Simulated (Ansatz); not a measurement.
Crystals of one structure type (rock salt), relaxed and computed with plane-wave PAW HSE06 (Ansatz code).

```json
[
 {"crystal": "LiCl", "a (Å)": "5.114", "gap (eV)": "7.78", "B₀ by P(V) fit (GPa)": "33.5"},
 {"crystal": "NaCl", "a (Å)": "…", "gap (eV)": "…", "B₀ by P(V) fit (GPa)": "…"},
 {"crystal": "KCl", "a (Å)": "6.345", "gap (eV)": "6.41", "B₀ by P(V) fit (GPa)": "17.2"},
 {"crystal": "RbCl", "a (Å)": "6.659", "gap (eV)": "6.18", "B₀ by P(V) fit (GPa)": "15.0"},
 {"crystal": "AgCl", "a (Å)": "5.603", "gap (eV)": "2.42", "B₀ by P(V) fit (GPa)": "41.9"}
]
```

Task: Some entries are withheld; supply them.

Result: 
- NaCl, a (Å): 5.652
- NaCl, gap (eV): 6.45
- NaCl, B₀ by P(V) fit (GPa): 25.0

All cells were relaxed under the symmetry of their starts (and spin orders); stability against distortions was not tested throughout. Rows with no word on spin ran without spin polarisation. Scalar-relativistic: spin–orbit coupling is off unless named, which matters more the heavier the elements.

Potentials: the later of the program's two PAW sets.
